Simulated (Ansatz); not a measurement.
CsSnI$_{3}$ (cubic perovskite)

```xyz
5
Lattice="6.2712 0.0000 0.0000 0.0000 6.2712 0.0000 0.0000 0.0000 6.2712" Properties=species:S:1:pos:R:3 pbc="T T T"
Cs     0.0000     0.0000     0.0000
Sn     3.1356     3.1356     3.1356
I      0.0000     3.1356     3.1356
I      3.1356     3.1356     0.0000
I      3.1356     0.0000     3.1356
```

Grid over V/V₀ and (c/a)/(c/a)₀, subscript 0 meaning the relaxed cell; the conventional c axis lies along z; no internal relaxation.

Calculation: PBE (plane waves to 420 eV, PAW, scalar-relativistic; Ansatz, a first-principles code). k mesh 6×6×6 (Γ-centred), Fermi-Dirac smearing 0.05 eV. Compression counts positive. On this mesh the relaxed cell isn't quite at rest: it carries a pressure of 0.1 GPa (compression positive) at the zero of the scan. CsSnI3 was relaxed with its symmetry unable to fall. Spin-orbit coupling is left out, though I is heavy. The PAW data are Ansatz's earlier set. This is a high-temperature form of CsSnI3.

At one point of the scan the stress tensor (GPa) is:

```
  -0.92     0.00     0.00
   0.00    -0.92     0.00
   0.00     0.00    -0.92
```

**Question.** Which point is it?
(A) V/V₀ = 1.080, (c/a)/(c/a)₀ = 1.040
(B) V/V₀ = 1.080, (c/a)/(c/a)₀ = 1.000
(C) V/V₀ = 1.040, (c/a)/(c/a)₀ = 0.980
(D) V/V₀ = 1.080, (c/a)/(c/a)₀ = 0.980

**Answer.** B, V/V₀ = 1.080, (c/a)/(c/a)₀ = 1.000

(Under strain, the slope of the energy per volume gives the stress and its curvature an elastic modulus.)
